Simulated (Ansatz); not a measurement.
**NbRu: from a starting cell to a relaxed one**

The start is a generated trial cell of NbRu in the AFLOW prototype AB_hP8_186_ab_ab (B5, as in SiC). The structure is fully relaxed (lattice and positions, P = 0) with PBE (plane waves to 420 eV, PAW, scalar-relativistic; Ansatz, an electronic-structure program). First-step values are on the input's coarse k-mesh.

Ansatz input (later rounds restart from its end on a renewed k-mesh):
Ansatz 0.2 input:
```yaml
crystal:
  lattice:
    - [3.5652926, 0, 0]
    - [-1.7826463, 3.087634, 0]
    - [0, 0, 11.671854]
  atoms:
    - { symbol: Nb, position: [0, 0, 0] }
    - { symbol: Nb, position: [0, 0, 0.5] }
    - { symbol: Nb, position: [0.66666667, 0.33333333, 0.75018] }
    - { symbol: Nb, position: [0.33333333, 0.66666667, 0.25018] }
    - { symbol: Ru, position: [0, 0, 0.81216] }
    - { symbol: Ru, position: [0, 0, 0.31216] }
    - { symbol: Ru, position: [0.66666667, 0.33333333, 0.56329] }
    - { symbol: Ru, position: [0.33333333, 0.66666667, 0.06329] }
basis: { ecutwfc: 420, ecutrho_ratio: 4, xc_grid: 2, fft_grid_basis: typed }
kpoints: { mp_grid: { grid: [11, 11, 3] } }
hamiltonian:
  xc: pbe
  dispersion: none
  pseudopotentials: { kind: paw }
scf: { occupations: { method: fermi_dirac, width: 0.05 } }
relax: { f_tol: 0.01, max_steps: 100, cell: { stress_tol: 0.02 } }
output: { forces: true, stress: true }
```

Task: How much energy is released per atom?

Result: About 2.3 eV/atom.

Task: How does the volume change?

Result: +21.9 %, from 16.06 to 19.58 Å³/atom.

Task: How do the shortest distances between atoms change?

Result: The closest pairs of elements (up to four, under 3.6 Å), start → end: Nb–Ru 2.18 → 2.48 Å; Ru–Ru 3.56 → 3.03 Å; Nb–Nb 3.57 → 3.12 Å.

Task: What does it relax into? Give the structure.

Result: 
Space group P6₃mc (No. 186); a = b = 4.249 Å, c = 10.015 Å, α = β = 90.00°, γ = 120.00°

```csv
atom,site,symmetry,x,y,z
Nb,2a,3m.,0.0000,0.0000,0.4353
Nb,2b,3m.,0.3333,0.6667,0.2429
Ru,2a,3m.,0.0000,0.0000,0.1873
Ru,2b,3m.,0.6667,0.3333,0.0089
```

The space group stays P6₃mc (No. 186) (the run could not lower it), with 8 atoms in the primitive cell. Final values are on a 13×13×5 k-mesh of the relaxed cell. The start holds a very short contact (Nb–Ru 2.18 Å). No spin polarisation in the result.

The run could not lower the symmetry of its start; a shaken copy of this end point relaxes with PBE to P2/m (No. 10), 0.60 eV/atom lower.

The relaxed structure here is a generated cell of NbRu: the first start was made by placing the elements on the sites of a structure type, and the end was not matched to a known phase here, so it may be hypothetical.
